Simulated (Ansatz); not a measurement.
LiPd3:
```
CELL_PARAMETERS angstrom
      3.84604     0.00000     0.00000
      0.00000     3.84604     0.00000
      0.00000     0.00000     3.84604
ATOMIC_POSITIONS crystal
  Li 0.00000 0.00000 0.00000
  Pd 0.00000 0.50000 0.50000
  Pd 0.50000 0.00000 0.50000
  Pd 0.50000 0.50000 0.00000
```

Relaxed with r²SCAN. Special points in fractions of this cell's reciprocal vectors: Γ (0.000, 0.000, 0.000); X (0.000, 0.500, 0.000); M (0.500, 0.500, 0.000); R (0.500, 0.500, 0.500).

Question: List the band energies nearest the Fermi level at these points for the program Ansatz at the r²SCAN level (PAW).

Answer: In eV from the Fermi level; about four levels below and three above (degenerate sets whole), none deeper than 8.9 eV; points with the same levels are listed once.

```tsv
k	below	above
Γ	-1.68 -1.68 -1.68 -0.73 -0.73	0.10 0.46 0.46 0.46
X	-1.50 -1.50 -1.25 -0.62	0.46 8.36 8.36
M	-1.88 -1.26 -1.09 -0.04	2.07 2.62 2.62
R	-1.76 -1.76 -1.76 -1.18 -1.18	0.12 0.12 0.12
```

Space group Pm-3m (Cu3Au type). The workflow started from a Materials Project entry (that database holds measured and hypothetical structures alike); the Crystallography Open Database copy checked does not list it. With Li and Pd taken as one species the cell has the higher symmetry Fm-3m, so it may be an ordered model of a mixed-site phase. Its standing as an ambient phase is unchecked. Symmetry was held in the r²SCAN relaxation; whether a distortion lowers the energy is not shown. No spin polarisation was allowed. Scalar-relativistic: spin–orbit coupling is off unless named, which matters more the heavier the elements.

Potentials: the later of the program's two PAW sets.
